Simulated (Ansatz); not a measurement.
Ansatz input file:

```yaml
crystal:
  lattice:
    - [3.5325061778, 0.0, 0.0]
    - [-1.7662530889, 3.059240089, 0.0]
    - [0.0, 0.0, 25.9185584326]
  atoms:
    - { symbol: Pb, position: [0.6666666667, 0.3333333333, 0.3279503381] }
    - { symbol: Pb, position: [0.3333333333, 0.6666666667, 0.4350207073] }
    - { symbol: Pb, position: [0.0, 0.0, 0.5420504287] }
    - { symbol: C, position: [0.0, 0.0, 0.6300182841] }
    - { symbol: O, position: [0.0, 0.0, 0.6743880357] }
basis:
  ecutwfc: 500
kpoints:
  mp_grid: { grid: [9, 9, 1] }
hamiltonian:
  xc: r2scan
scf:
  occupations: { method: gaussian, width: 0.1 }
output:
  forces: true
  eigenvalues: true
  write_density: true
  write_potential: true
  elf: true
  volumetric_format: npy
relax:
  adjacent_minimum: "off"
  f_tol: 0.03
  max_steps: 70
  constraints: [{ sites: [0] }]
efield:
  axis: 3
  dipole_correction: true
  ramp_width: 0.04
```

Launched with
```bash
ansatz run input.yaml --threads 1 --pin off --max-ram 3072MiB --backend cpu --events-out ev --progress --plain --runs-dir out
```

These are results of DFT r2SCAN, scalar-relativistic, plane waves, PAW (Ansatz), not measurements.

Abridged output:

```
Pseudopotentials: kind: paw
Pseudopotential: Pb, paw, valence charge 14, recommended cutoff 500 eV (meta_gga)
Pseudopotential: C, paw, valence charge 4, recommended cutoff 500 eV (meta_gga)
Pseudopotential: O, paw, valence charge 6, recommended cutoff 500 eV (meta_gga)
Functional definition: r2SCAN
Crystal: 5 atoms, lattice volume = 280.096 Å³
Basis set: ecut = 500 eV, 7115 PW (Γ), exchange–correlation on 108×108×768 points (64 copies of the dense FFT grid, shifted against one another)
Bands: 32, of which v1, the nominal top of the filled ones, is band 26 counted from 1 (25 counted from 0)
Symmetry: 6 space group operations
Space group: P3m1 (ITA 156), of the structure as read, at distance tolerance 6.5e-5 Å
k-points: 12 of 81 (time reversal used)
Initial density: superposition of atomic densities (neutral atoms: chi_scale 0, normalization atom), corrected by the library's trained network
Initial wavefunctions: pseudopotential atomic-orbital guess
Functional: x = r2scan, c = r2scan; τ floored in thin density (d = 2e-4 eV/Å³)
SCF iter   1: F=—  HF=-36580.044676 eV  |F-HF|=—  |Δ(HF+E_count)|=         —  Δρ=6.33e-3  dr2=2.85e-1  dr2_τ=2.85e-1  ethr=1.77e-3  p=-0.098 e·Å  D=-6.33e-2 V/Å  ΔV_dip=1.64 eV  dr2_dipole=9.83e-5  V_vac-E_F(+/−)=5.49/3.85 eV  ⟨swp⟩=10.2  Hψ=2215  notcnv=0
efield: sawtooth ramp at fractional position 0.9812 (placed from the atoms, in the widest stretch of the axis that holds none; the zero of the levels goes with the place), width 0.0400; the density the first Hamiltonian is built on has a dipole p = -0.098 e·Å; the dipole correction subtracts the counter field D = -6.33e-2 V/Å, which shifts the + side's vacuum level by +1.64 eV against the − side's; the planar-averaged density in the ramp window peaks in size at 1.6e-5 e/Å³
SCF iter   2: F=—  HF=-36580.082140 eV  |F-HF|=—  |Δ(HF+E_count)|=   3.75e-2  Δρ=3.72e-3  dr2=4.89e-1  dr2_τ=2.84e-3  ethr=5.49e-4  p=-0.074 e·Å  D=-4.81e-2 V/Å  ΔV_dip=1.25 eV  dr2_dipole=1.22e-1  V_vac-E_F(+/−)=4.33/3.08 eV  ⟨swp⟩=3.7  Hψ=871  notcnv=0  defer=19
SCF iter   3: F=—  HF=-36580.054869 eV  |F-HF|=—  |Δ(HF+E_count)|=   2.73e-2  Δρ=1.79e-3  dr2=1.89e-1  dr2_τ=9.19e-4  ethr=5.49e-4  p=-0.041 e·Å  D=-2.62e-2 V/Å  ΔV_dip=0.68 eV  dr2_dipole=6.29e-2  V_vac-E_F(+/−)=4.54/3.86 eV  ⟨swp⟩=2.9  Hψ=503  notcnv=0  defer=18
SCF iter   4: F=—  HF=-36580.044570 eV  |F-HF|=—  |Δ(HF+E_count)|=   1.03e-2  Δρ=6.30e-4  dr2=1.32e-2  dr2_τ=3.43e-5  ethr=3.63e-4  p=-0.049 e·Å  D=-3.15e-2 V/Å  ΔV_dip=0.82 eV  dr2_dipole=3.95e-3  V_vac-E_F(+/−)=4.51/3.70 eV  ⟨swp⟩=1.4  Hψ=397  notcnv=0  defer=18
SCF iter   5: F=—  HF=-36580.044286 eV  |F-HF|=—  |Δ(HF+E_count)|=   2.83e-4  Δρ=2.40e-4  dr2=1.62e-3  dr2_τ=6.62e-6  ethr=2.54e-5  p=-0.052 e·Å  D=-3.33e-2 V/Å  ΔV_dip=0.86 eV  dr2_dipole=4.10e-4  V_vac-E_F(+/−)=4.49/3.63 eV  ⟨swp⟩=1.4  Hψ=428  notcnv=0  defer=18
SCF iter   6: F=—  HF=-36580.044234 eV  |F-HF|=—  |Δ(HF+E_count)|=   5.22e-5  Δρ=5.70e-5  dr2=5.51e-5  dr2_τ=9.74e-7  ethr=3.11e-6  p=-0.052 e·Å  D=-3.35e-2 V/Å  ΔV_dip=0.87 eV  dr2_dipole=2.16e-5  V_vac-E_F(+/−)=4.48/3.61 eV  ⟨swp⟩=2.0  Hψ=451  notcnv=0  defer=18
SCF iter   7: F=-36580.044235 eV  HF=-36580.044237 eV  |F-HF|=2.09e-6  |Δ(HF+E_count)|=   2.47e-6  Δρ=2.15e-5  dr2=2.75e-6  dr2_τ=1.00e-7  ethr=4.33e-8  p=-0.052 e·Å  D=-3.36e-2 V/Å  ΔV_dip=0.87 eV  dr2_dipole=1.08e-6  V_vac-E_F(+/−)=4.48/3.60 eV  ⟨swp⟩=19.5  Hψ=4622  notcnv=0
SCF 1 converged in 7 iterations: F = -36580.044235 eV  dr2 = 2.75e-6
relax step   1: F+E_penalty+E_count = -36580.04423457 eV  Δ(F+E_penalty+E_count) = +0.000e0 eV  max|allowed force component| = 2.352e0 eV/Å  Δτ_max = 0.0000 Å  (7 SCF iters, dr2 threshold 2.25e-5 eV, accepted)
Initial density: handed on by an earlier stage of this run
Initial wavefunctions: those handed on with the density
SCF iter   1: F=—  HF=-36579.912162 eV  |F-HF|=—  |Δ(HF+E_count)|=         —  Δρ=1.12e-2  dr2=1.92e-1  dr2_τ=1.30e0  ethr=3.51e-4  p=-0.052 e·Å  D=-3.36e-2 V/Å  ΔV_dip=0.87 eV  dr2_dipole=2.17e-2  V_vac-E_F(+/−)=4.33/3.46 eV  ⟨swp⟩=1.4  Hψ=1922  notcnv=0  defer=6
efield: sawtooth ramp at fractional position 0.9812 (handed on by an earlier solve), width 0.0400; the density the first Hamiltonian is built on has a dipole p = -0.052 e·Å; the dipole correction subtracts the counter field D = -3.36e-2 V/Å, which shifts the + side's vacuum level by +0.87 eV against the − side's; the planar-averaged density in the ramp window peaks in size at 7.5e-7 e/Å³
SCF iter   2: F=—  HF=-36580.380643 eV  |F-HF|=—  |Δ(HF+E_count)|=   4.68e-1  Δρ=6.63e-3  dr2=6.44e-1  dr2_τ=8.64e-3  ethr=3.51e-4  p=-0.024 e·Å  D=-1.56e-2 V/Å  ΔV_dip=0.41 eV  dr2_dipole=1.47e-1  V_vac-E_F(+/−)=4.33/3.92 eV  ⟨swp⟩=3.2  Hψ=891  notcnv=0  defer=6  recentre
SCF iter   3: F=—  HF=-36580.310598 eV  |F-HF|=—  |Δ(HF+E_count)|=   7.00e-2  Δρ=3.85e-3  dr2=1.92e-2  dr2_τ=9.73e-4  ethr=3.51e-4  p=-0.047 e·Å  D=-3.07e-2 V/Å  ΔV_dip=0.79 eV  dr2_dipole=1.13e-3  V_vac-E_F(+/−)=4.30/3.50 eV  ⟨swp⟩=2.3  Hψ=750  notcnv=0  defer=6
SCF iter   4: F=—  HF=-36580.316651 eV  |F-HF|=—  |Δ(HF+E_count)|=   6.05e-3  Δρ=1.53e-3  dr2=1.44e-2  dr2_τ=3.79e-4  ethr=3.70e-5  p=-0.040 e·Å  D=-2.60e-2 V/Å  ΔV_dip=0.67 eV  dr2_dipole=7.39e-4  V_vac-E_F(+/−)=4.25/3.57 eV  ⟨swp⟩=2.0  Hψ=801  notcnv=0  defer=18
SCF iter   5: F=—  HF=-36580.313595 eV  |F-HF|=—  |Δ(HF+E_count)|=   3.06e-3  Δρ=5.12e-4  dr2=3.19e-3  dr2_τ=7.13e-5  ethr=2.76e-5  p=-0.042 e·Å  D=-2.68e-2 V/Å  ΔV_dip=0.70 eV  dr2_dipole=4.97e-4  V_vac-E_F(+/−)=4.24/3.55 eV  ⟨swp⟩=2.0  Hψ=662  notcnv=0  defer=18
SCF iter   6: F=—  HF=-36580.313282 eV  |F-HF|=—  |Δ(HF+E_count)|=   3.13e-4  Δρ=1.06e-4  dr2=8.02e-5  dr2_τ=2.00e-6  ethr=6.13e-6  p=-0.041 e·Å  D=-2.68e-2 V/Å  ΔV_dip=0.69 eV  dr2_dipole=1.74e-5  V_vac-E_F(+/−)=4.26/3.57 eV  ⟨swp⟩=1.5  Hψ=424  notcnv=0  defer=18
SCF iter   7: F=-36580.313274 eV  HF=-36580.313286 eV  |F-HF|=1.23e-5  |Δ(HF+E_count)|=   4.22e-6  Δρ=6.17e-5  dr2=1.48e-5  dr2_τ=1.42e-6  ethr=1.54e-7  p=-0.041 e·Å  D=-2.66e-2 V/Å  ΔV_dip=0.69 eV  dr2_dipole=3.84e-6  V_vac-E_F(+/−)=4.26/3.57 eV  ⟨swp⟩=19.9  Hψ=4587  notcnv=0
SCF 2 converged in 7 iterations: F = -36580.313274 eV  dr2 = 1.48e-5
relax step   2: F+E_penalty+E_count = -36580.31327415 eV  Δ(F+E_penalty+E_count) = -2.690e-1 eV  max|allowed force component| = 6.758e-1 eV/Å  Δτ_max = 0.1952 Å  (7 SCF iters, dr2 threshold 1.00e-4 eV, accepted)
SCF iter   1: F=—  HF=-36580.283680 eV  |F-HF|=—  |Δ(HF+E_count)|=         —  Δρ=1.99e-2  dr2=3.46e-1  dr2_τ=1.61e0  ethr=6.58e-4  p=-0.041 e·Å  D=-2.65e-2 V/Å  ΔV_dip=0.69 eV  dr2_dipole=6.54e-3  V_vac-E_F(+/−)=4.24/3.55 eV  ⟨swp⟩=1.2  Hψ=1858  notcnv=0  defer=9
efield: sawtooth ramp at fractional position 0.9812 (handed on by an earlier solve), width 0.0400; the density the first Hamiltonian is built on has a dipole p = -0.041 e·Å; the dipole correction subtracts the counter field D = -2.65e-2 V/Å, which shifts the + side's vacuum level by +0.69 eV against the − side's; the planar-averaged density in the ramp window peaks in size at 1.6e-6 e/Å³
SCF iter   2: F=—  HF=-36580.450061 eV  |F-HF|=—  |Δ(HF+E_count)|=   1.66e-1  Δρ=1.08e-2  dr2=4.02e-1  dr2_τ=3.11e-2  ethr=6.58e-4  p=-0.069 e·Å  D=-4.47e-2 V/Å  ΔV_dip=1.16 eV  dr2_dipole=3.03e-2  V_vac-E_F(+/−)=4.71/3.55 eV  ⟨swp⟩=3.2  Hψ=850  notcnv=0  defer=9
SCF iter   3: F=—  HF=-36580.372502 eV  |F-HF|=—  |Δ(HF+E_count)|=   7.76e-2  Δρ=3.44e-3  dr2=3.14e-2  dr2_τ=4.32e-3  ethr=6.58e-4  p=-0.036 e·Å  D=-2.30e-2 V/Å  ΔV_dip=0.59 eV  dr2_dipole=3.14e-3  V_vac-E_F(+/−)=4.15/3.55 eV  ⟨swp⟩=2.0  Hψ=844  notcnv=0  defer=19
SCF iter   4: F=—  HF=-36580.369612 eV  |F-HF|=—  |Δ(HF+E_count)|=   2.89e-3  Δρ=6.48e-4  dr2=1.83e-3  dr2_τ=9.72e-5  ethr=6.04e-5  p=-0.037 e·Å  D=-2.42e-2 V/Å  ΔV_dip=0.63 eV  dr2_dipole=3.30e-4  V_vac-E_F(+/−)=4.18/3.55 eV  ⟨swp⟩=2.0  Hψ=702  notcnv=0  defer=19
SCF iter   5: F=—  HF=-36580.369459 eV  |F-HF|=—  |Δ(HF+E_count)|=   1.53e-4  Δρ=1.82e-4  dr2=1.28e-4  dr2_τ=1.13e-5  ethr=3.52e-6  p=-0.039 e·Å  D=-2.52e-2 V/Å  ΔV_dip=0.65 eV  dr2_dipole=1.70e-5  V_vac-E_F(+/−)=4.20/3.55 eV  ⟨swp⟩=2.0  Hψ=644  notcnv=0  defer=19
SCF iter   6: F=-36580.369432 eV  HF=-36580.369454 eV  |F-HF|=2.14e-5  |Δ(HF+E_count)|=   5.31e-6  Δρ=3.90e-5  dr2=2.03e-5  dr2_τ=4.97e-7  ethr=5.49e-8  p=-0.039 e·Å  D=-2.54e-2 V/Å  ΔV_dip=0.66 eV  dr2_dipole=5.92e-6  V_vac-E_F(+/−)=4.21/3.55 eV  ⟨swp⟩=17.7  Hψ=4066  notcnv=0
SCF 3 converged in 6 iterations: F = -36580.369432 eV  dr2 = 2.03e-5
relax step   3: F+E_penalty+E_count = -36580.36943211 eV  Δ(F+E_penalty+E_count) = -5.616e-2 eV  max|allowed force component| = 2.079e-1 eV/Å  Δτ_max = 0.1920 Å  (6 SCF iters, dr2 threshold 2.85e-5 eV, accepted)
SCF iter   1: F=—  HF=-36580.323063 eV  |F-HF|=—  |Δ(HF+E_count)|=         —  Δρ=1.36e-2  dr2=1.65e-1  dr2_τ=8.09e-1  ethr=3.08e-4  p=-0.039 e·Å  D=-2.54e-2 V/Å  ΔV_dip=0.66 eV  dr2_dipole=5.21e-3  V_vac-E_F(+/−)=4.19/3.53 eV  ⟨swp⟩=1.5  Hψ=1753  notcnv=0  defer=9
efield: sawtooth ramp at fractional position 0.9812 (handed on by an earlier solve), width 0.0400; the density the first Hamiltonian is built on has a dipole p = -0.039 e·Å; the dipole correction subtracts the counter field D = -2.54e-2 V/Å, which shifts the + side's vacuum level by +0.66 eV against the − side's; the planar-averaged density in the ramp window peaks in size at 1.3e-6 e/Å³
SCF iter   2: F=—  HF=-36580.405692 eV  |F-HF|=—  |Δ(HF+E_count)|=   8.26e-2  Δρ=6.01e-3  dr2=1.40e-1  dr2_τ=9.44e-3  ethr=3.08e-4  p=-0.054 e·Å  D=-3.48e-2 V/Å  ΔV_dip=0.90 eV  dr2_dipole=1.12e-2  V_vac-E_F(+/−)=4.45/3.54 eV  ⟨swp⟩=3.1  Hψ=776  notcnv=0  defer=9
SCF iter   3: F=—  HF=-36580.378278 eV  |F-HF|=—  |Δ(HF+E_count)|=   2.74e-2  Δρ=1.78e-3  dr2=8.13e-3  dr2_τ=1.25e-3  ethr=2.68e-4  p=-0.037 e·Å  D=-2.40e-2 V/Å  ΔV_dip=0.62 eV  dr2_dipole=1.19e-3  V_vac-E_F(+/−)=4.16/3.54 eV  ⟨swp⟩=2.0  Hψ=831  notcnv=0  defer=19
SCF iter   4: F=—  HF=-36580.377680 eV  |F-HF|=—  |Δ(HF+E_count)|=   5.98e-4  Δρ=3.28e-4  dr2=5.26e-4  dr2_τ=3.12e-5  ethr=1.56e-5  p=-0.037 e·Å  D=-2.41e-2 V/Å  ΔV_dip=0.62 eV  dr2_dipole=1.81e-4  V_vac-E_F(+/−)=4.15/3.53 eV  ⟨swp⟩=2.0  Hψ=660  notcnv=0  defer=19
SCF iter   5: F=—  HF=-36580.377772 eV  |F-HF|=—  |Δ(HF+E_count)|=   9.21e-5  Δρ=1.39e-4  dr2=6.10e-5  dr2_τ=7.77e-6  ethr=1.01e-6  p=-0.038 e·Å  D=-2.48e-2 V/Å  ΔV_dip=0.64 eV  dr2_dipole=8.21e-6  V_vac-E_F(+/−)=4.17/3.53 eV  ⟨swp⟩=2.0  Hψ=639  notcnv=0  defer=19
SCF iter   6: F=—  HF=-36580.377769 eV  |F-HF|=—  |Δ(HF+E_count)|=   2.89e-6  Δρ=2.62e-5  dr2=6.73e-6  dr2_τ=2.69e-7  ethr=1.17e-7  p=-0.039 e·Å  D=-2.49e-2 V/Å  ΔV_dip=0.65 eV  dr2_dipole=2.41e-6  V_vac-E_F(+/−)=4.17/3.52 eV  ⟨swp⟩=2.0  Hψ=668  notcnv=0  defer=19
SCF iter   7: F=-36580.377771 eV  HF=-36580.377771 eV  |F-HF|=4.02e-7  |Δ(HF+E_count)|=   1.93e-6  Δρ=7.88e-6  dr2=7.24e-7  dr2_τ=1.71e-8  ethr=6.87e-9  p=-0.039 e·Å  D=-2.50e-2 V/Å  ΔV_dip=0.65 eV  dr2_dipole=1.28e-7  V_vac-E_F(+/−)=4.17/3.52 eV  ⟨swp⟩=17.6  Hψ=3694  notcnv=0
SCF 4 converged in 7 iterations: F = -36580.377771 eV  dr2 = 7.24e-7
relax step   4: F+E_penalty+E_count = -36580.37777073 eV  Δ(F+E_penalty+E_count) = -8.339e-3 eV  max|allowed force component| = 3.091e-2 eV/Å  Δτ_max = 0.1239 Å  (7 SCF iters, dr2 threshold 3.57e-6 eV, accepted)
SCF iter   1: F=—  HF=-36580.377461 eV  |F-HF|=—  |Δ(HF+E_count)|=         —  Δρ=1.46e-3  dr2=1.53e-3  dr2_τ=7.41e-3  ethr=3.03e-5  p=-0.039 e·Å  D=-2.50e-2 V/Å  ΔV_dip=0.65 eV  dr2_dipole=4.08e-6  V_vac-E_F(+/−)=4.17/3.52 eV  ⟨swp⟩=2.1  Hψ=941  notcnv=0  defer=18
efield: sawtooth ramp at fractional position 0.9812 (handed on by an earlier solve), width 0.0400; the density the first Hamiltonian is built on has a dipole p = -0.039 e·Å; the dipole correction subtracts the counter field D = -2.50e-2 V/Å, which shifts the + side's vacuum level by +0.65 eV against the − side's; the planar-averaged density in the ramp window peaks in size at 1.5e-6 e/Å³
SCF iter   2: F=—  HF=-36580.377961 eV  |F-HF|=—  |Δ(HF+E_count)|=   5.00e-4  Δρ=4.59e-4  dr2=4.68e-4  dr2_τ=5.91e-5  ethr=2.94e-6  p=-0.037 e·Å  D=-2.39e-2 V/Å  ΔV_dip=0.62 eV  dr2_dipole=7.64e-6  V_vac-E_F(+/−)=4.14/3.52 eV  ⟨swp⟩=2.0  Hψ=792  notcnv=0  defer=18
SCF iter   3: F=—  HF=-36580.377876 eV  |F-HF|=—  |Δ(HF+E_count)|=   8.48e-5  Δρ=2.25e-4  dr2=1.47e-4  dr2_τ=1.76e-5  ethr=9.00e-7  p=-0.038 e·Å  D=-2.45e-2 V/Å  ΔV_dip=0.63 eV  dr2_dipole=2.01e-5  V_vac-E_F(+/−)=4.16/3.52 eV  ⟨swp⟩=2.0  Hψ=666  notcnv=0  defer=18
SCF iter   4: F=—  HF=-36580.377852 eV  |F-HF|=—  |Δ(HF+E_count)|=   2.40e-5  Δρ=4.52e-5  dr2=5.07e-6  dr2_τ=4.21e-7  ethr=2.83e-7  p=-0.038 e·Å  D=-2.48e-2 V/Å  ΔV_dip=0.64 eV  dr2_dipole=4.77e-7  V_vac-E_F(+/−)=4.17/3.52 eV  ⟨swp⟩=2.0  Hψ=629  notcnv=0  defer=18
SCF iter   5: F=—  HF=-36580.377955 eV  |F-HF|=—  |Δ(HF+E_count)|=   1.03e-4  Δρ=1.35e-5  dr2=5.12e-7  dr2_τ=3.51e-8  ethr=9.74e-9  p=-0.038 e·Å  D=-2.47e-2 V/Å  ΔV_dip=0.64 eV  dr2_dipole=6.28e-8  V_vac-E_F(+/−)=4.16/3.52 eV  ⟨swp⟩=2.0  Hψ=674  notcnv=0  defer=18
SCF iter   6: F=-36580.377955 eV  HF=-36580.377955 eV  |F-HF|=7.77e-8  |Δ(HF+E_count)|=   4.07e-8  Δρ=2.80e-6  dr2=8.32e-8  dr2_τ=2.97e-9  ethr=1.92e-10  p=-0.038 e·Å  D=-2.47e-2 V/Å  ΔV_dip=0.64 eV  dr2_dipole=2.15e-8  V_vac-E_F(+/−)=4.16/3.52 eV  ⟨swp⟩=16.2  Hψ=3271  notcnv=0
SCF 5 converged in 6 iterations: F = -36580.377955 eV  dr2 = 8.32e-8
relax step   5: F+E_penalty+E_count = -36580.37795475 eV  Δ(F+E_penalty+E_count) = -1.840e-4 eV  max|allowed force component| = 1.284e-2 eV/Å  Δτ_max = 0.0133 Å  (6 SCF iters, accepted)
SCF iter   1: F=—  HF=-36580.377955 eV  |F-HF|=—  |Δ(HF+E_count)|=         —  Δρ=2.80e-6  dr2=8.32e-8  dr2_τ=2.98e-9  ethr=1.59e-10  p=-0.038 e·Å  D=-2.47e-2 V/Å  ΔV_dip=0.64 eV  dr2_dipole=2.15e-8  V_vac-E_F(+/−)=4.16/3.52 eV  ⟨swp⟩=1.0  Hψ=1627  notcnv=0
efield: sawtooth ramp at fractional position 0.9812 (kept from the solve that this one continues, or follows in the run), width 0.0400; the density the first Hamiltonian is built on has a dipole p = -0.038 e·Å; the dipole correction subtracts the counter field D = -2.47e-2 V/Å, which shifts the + side's vacuum level by +0.64 eV against the − side's; the planar-averaged density in the ramp window peaks in size at 1.6e-6 e/Å³
SCF iter   2: F=-36580.377955 eV  HF=-36580.377955 eV  |F-HF|=3.58e-8  |Δ(HF+E_count)|=   1.78e-8  Δρ=2.25e-6  dr2=4.21e-8  dr2_τ=1.17e-9  ethr=1.59e-10  p=-0.038 e·Å  D=-2.47e-2 V/Å  ΔV_dip=0.64 eV  dr2_dipole=2.54e-10  V_vac-E_F(+/−)=4.16/3.52 eV  ⟨swp⟩=11.1  Hψ=2979  notcnv=0
SCF 6 converged in 2 iterations: F = -36580.377955 eV  dr2 = 4.21e-8
WARN: The output density's exchange-correlation potential varies sharply where the density is thin. Do not read a vacuum level from v_tot or v_xc, or from such a field of the output density. On a cell that repeats whose density bears no net charge and no dipole along the vacuum's axis use v_es (v_loc + v_h of the components); under efield.dipole_correction with no amplitude use v_es + v_field, which holds any external_charges[].barrier, or the levels of the report's work_function block, which leave it out; under a non-zero efield.amplitude the vacuum is tilted and has no level; on a cell that repeats and bears such a dipole with no correction it is tilted too, and efield.dipole_correction wi ...
SCF converged after 2 iterations
Free energy (F): -36580.377955 eV
Harris-Foulkes:  -36580.377955 eV  (|F-HF|=3.58e-8)
Internal energy: -36580.368643 eV  (E = F + TS)
E sigma→0 (E₀):  -36580.373299 eV
Entropy (-TS):   -0.009312 eV (-1.862 meV/atom)
Fermi energy:    1.763187 eV
Dipole field:    D = -0.024703 V/Å  (p = -0.038238 e·Å, saw-weighted, corrected)
Work function:   Φ+ = 4.1634 eV   Φ− = 3.5232 eV
Levels:          The Fermi level and band energies are counted from a zero that moves with the ramp; work functions are not
--- Per-component energies (eV) ---
  E_band       = -630.567324
  E_kinetic    = 1120.101085
  E_local      = -35551.083607  (includes V_loc(G=0)·N_el)
  E_nonlocal   = 1127.859352
  E_hartree    = 17151.805713
  E_xc         = -739.097034
  E_vxc        = -599.754889  (∫ρ·V_xc dr)
  E_paw        = -31562.201014  (= ΣΔE_a)
  E_vpaw       = -1074.439639  (= ΣTr[D̂ρ^β])
  E_aug_tail   = 0.001086  (compensation charges beyond the density's cutoff)
  E_vtau       = 43.834824  (kinetic-family band-sum trace: ∫τ·v_τ [+ j·A + Jᵃ·Aᵃ] dr)
  E_efield     = 0.000472  (sawtooth field / dipole correction)
  E_vefield    = -0.685138  (∫n·V_field dr)
  E_ewald      = 11869.405511
  E_core_change = 2.839793  (= ΣΔE_core)
  E_smearing   = -0.009312  (= −TS)
--- Forces (eV/Å), atoms counted from 1 ---
  atom   1  Pb     0.00000000     0.00000000     0.00096148
  atom   2  Pb     0.00000000     0.00000000     0.00259036
  atom   3  Pb     0.00000000     0.00000000    -0.01283047
  atom   4  C      0.00000000     0.00000000     0.01011347
  atom   5  O      0.00000000     0.00000000    -0.00080841
--- Band table (eV; the first three rows and the last of 12) ---
  k-point 0: bands = ["-25.2897", "-16.2563", "-16.1856", "-16.1507", "-16.1507", "-16.1319", "-16.1319", "-16.0981", "-16.0517", "-16.0517", "-16.0181", "-16.0181", "-15.9960", "-15.9960", "-15.8612", "-15.8612", "-10.4008", "-9.9358", "-8.9302", "-7.5883", "-6.3829", "-6.3829", "-5.1995", "-1.1215", "2.2807", "4.0833", "4.0833", "4.8682", "5.8091", "5.9340", "6.6876", "7.1924"]
  k-point 1: bands = ["-25.2816", "-16.2420", "-16.1956", "-16.1466", "-16.1346", "-16.1227", "-16.1057", "-16.0892", "-16.0544", "-16.0308", "-16.0269", "-16.0206", "-16.0031", "-15.9908", "-15.8764", "-15.8586", "-10.1931", "-9.8360", "-8.8002", "-7.4177", "-6.4968", "-6.4033", "-5.0753", "-0.8989", "2.4107", "3.6766", "4.0165", "4.9843", "5.3732", "5.9690", "6.1476", "6.5362"]
  k-point 2: bands = ["-25.2611", "-16.2369", "-16.2061", "-16.1607", "-16.1165", "-16.1033", "-16.0854", "-16.0582", "-16.0495", "-16.0403", "-16.0264", "-15.9946", "-15.9655", "-15.9493", "-15.8965", "-15.8530", "-9.7393", "-9.4476", "-8.3688", "-6.9481", "-6.7132", "-6.4547", "-4.7761", "-0.2723", "1.8823", "2.4774", "3.3784", "3.8453", "3.9750", "4.8378", "5.4865", "5.7546"]
  k-point 11: bands = ["-25.2112", "-16.2194", "-16.1734", "-16.1719", "-16.1033", "-16.1011", "-16.0978", "-16.0268", "-16.0234", "-15.9910", "-15.9613", "-15.9465", "-15.9406", "-15.8956", "-15.8769", "-15.8534", "-9.3906", "-6.9571", "-6.9571", "-6.5444", "-5.9048", "-5.8247", "-3.7757", "-0.7561", "-0.4925", "-0.4604", "0.5424", "0.5945", "1.4413", "2.9092", "2.9697", "4.5430"]
--- Relaxed structure (5 steps of the walk, 5 accepted, 0 SCFs on fresh bases) ---
  F+E_penalty+E_count = -36580.37795475 eV   max|allowed force component| = 1.284e-2 eV/Å
  atoms:
    - { symbol: Pb, position: [0.66666666, 0.33333333, 0.3279503381] }
    - { symbol: Pb, position: [0.33333333, 0.66666666, 0.42847229] }
    - { symbol: Pb, position: [0.0, 0.0, 0.54783290] }
    - { symbol: C, position: [0.0, 0.0, 0.64665691] }
    - { symbol: O, position: [0.0, 0.0, 0.69050475] }
```

The relaxation met its thresholds.

Spin–orbit coupling is left out, which can shift energies with elements as heavy as these.